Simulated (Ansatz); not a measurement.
Name crystals whose computed values (DFT-PBEsol in the program Ansatz with PAW potentials) fall in these windows: highest Γ mode, no LO–TO term (cm⁻¹) 570 to 770; B₀ by P(V) fit (GPa) 120 to 160.



```
crystal                                         highest Γ mode, no LO–TO term (cm⁻¹)  B₀ by P(V) fit (GPa)
----------------------------------------------  ------------------------------------  --------------------
Zn3GaNO3, P3m1 (Pearson symbol hP8)                                              701                   139
Ti2SnC, P6_3/mmc (Ti on 4f, Sn on 2d, C on 2a)                                   630                   147
Zr2TlC, P6_3/mmc (Zr on 4f, Tl on 2c, C on 2a)                                   582                   127
MgIn2O4, spinel                                                                  578                   141
Ti2AlC, P6_3/mmc (Ti on 4f, Al on 2d, C on 2a)                                   664                   145
```
Others may fit too.

Built on a structure type that need not be the filed one of that space group: MgIn2O4, spinel. Typed or built starts, not in the databases checked: Zn3GaNO3, P3m1 (Pearson symbol hP8). Standing as an ambient phase not checked: Ti2SnC, P6_3/mmc (Ti on 4f, Sn on 2d, C on 2a); Zr2TlC, P6_3/mmc (Zr on 4f, Tl on 2c, C on 2a); MgIn2O4, spinel; Ti2AlC, P6_3/mmc (Ti on 4f, Al on 2d, C on 2a). All cells were relaxed under the symmetry of their starts (and spin orders); stability against distortions was not tested throughout. Named crystals with no word on spin ran without spin polarisation. Scalar-relativistic: spin–orbit coupling is off unless named, which matters more the heavier the elements.

Potentials: the earlier of the program's two PAW sets. The files were generated under PBE; for other functionals the program regenerates the frozen cores, and for LDA and PBEsol the local potential too.
